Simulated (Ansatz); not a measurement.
A crystal relaxed with r2SCAN in Ansatz has space group Cm (No. 8) and a = 9.677 Å, b = 3.622 Å, c = 7.261 Å, β = 110.4°.

| atom | site | x | y | z |
| --- | --- | --- | --- | --- |
| Xx | 2a | 0.0076 | 0.0000 | 0.9921 |
| Si | 2a | 0.2334 | 0.5000 | 0.6157 |
| O | 2a | 0.0370 | 0.5000 | 0.5190 |
| O | 2a | 0.2763 | 0.5000 | 0.8843 |
| O | 2a | 0.4346 | 0.5000 | 0.6979 |
| O | 2a | 0.1890 | 0.0000 | 0.5953 |
| Si | 2a | 0.4889 | 0.5000 | 0.4940 |
| Si | 2a | 0.2662 | 0.5000 | 0.1415 |
| O | 2a | 0.0803 | 0.5000 | 0.0540 |
| O | 2a | 0.2865 | 0.5000 | 0.3941 |
| O | 2a | 0.4555 | 0.5000 | 0.2426 |
| O | 2a | 0.2447 | 0.0000 | 0.1195 |

With r2SCAN the valence top lies at k = (0.240, -1/4, 0) and the conduction bottom at D, 4.56 eV higher; the smallest vertical gap, at Γ–C (0.90 of the way from Γ), is 4.62 eV. The lowest empty level at k = (0.417, -0.422, -1/2) lies only 39 meV higher, so the place of the conduction bottom isn't settled. The HSE06 gap is indirect, 5.74 eV (k = (0.240, -1/4, 0) to D), below the direct gap of 5.80 eV at Γ–C (0.90 of the way from Γ). The lowest empty level at k = (0.417, -0.422, -1/2) lies only 40 meV higher, so the place of the conduction bottom isn't settled. Meshes: r2SCAN 8×8×4, HSE06 4×4×2. r2SCAN's ε∞ is 3.5 along all three axes, to this precision.

Problem. Which element is Xx?
A. Zr
B. Hf
C. Sn
D. Ti

Solution. A. Xx is Zr: a 12-atom cell of ZrSi3O8 built on the anatase structure (relaxed group Cm). Zr has 6 O at 1.94–2.15 Å; Si has 6 O at 1.78–1.86 Å; O has 3 Si at 1.78–1.86 Å; O has 2 Si at 1.85–1.90 Å and 1 Zr at 2.10 Å; O has 2 Si at 1.73–1.83 Å and 1 Zr at 2.00 Å; O has 3 Si at 1.82–1.86 Å; Si has 6 O at 1.73–1.86 Å; Si has 6 O at 1.69–1.90 Å (further sites aren't listed).

Values at 0 K without nuclear motion; spin polarisation is off, and the phase may be a hypothetical one.

The runs are scalar-relativistic, without spin-orbit coupling.

Where an edge lies off the special points, it is a point of the mesh or the k point where a search put PBE's edge or least direct gap, reused for the other functionals, whose own edges may lie a little apart.

Coordinates of k points refer to the reciprocal vectors of the primitive cell of the runs.

The meshes of the hybrids are coarse, so their gaps aren't converged to the digits shown.

For a response run the program warns that the ground state's bands aren't all converged, so ε∞ carries an extra error.
